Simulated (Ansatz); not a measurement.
VCu3Se4:
```
VCu3Se4
1.0
    5.66392     0.00000     0.00000
    0.00000     5.66392     0.00000
    0.00000     0.00000     5.66392
V Cu Se
1 3 4
Direct
  0.00000   0.00000   0.00000
  0.00000   0.50000   0.00000
  0.50000   0.00000   0.00000
  0.00000   0.00000   0.50000
  0.23667   0.23667   0.23667
  0.23667   0.76333   0.76333
  0.76333   0.76333   0.23667
  0.76333   0.23667   0.76333
```

Relaxed with HSE06.

Give the Bader charges and basin volumes of the independent atoms, plane-wave PAW HSE06 (Ansatz code).



```json
[
 {"atom": "V1", "Bader charge (e)": "+1.39", "Bader volume (Å³)": "10.2"},
 {"atom": "Cu2", "Bader charge (e)": "+0.37", "Bader volume (Å³)": "15.0"},
 {"atom": "Se5", "Bader charge (e)": "-0.62", "Bader volume (Å³)": "31.6"}
]
```

Space group P-43m. The workflow started from a Materials Project entry (that database holds measured and hypothetical structures alike); the Crystallography Open Database copy checked does not list it. Its standing as an ambient phase is unchecked. The cell was relaxed with HSE06 under the symmetry of its start; its stability against distortions is not shown here. The run is not spin-polarised.

Potentials: the later of the program's two PAW sets.
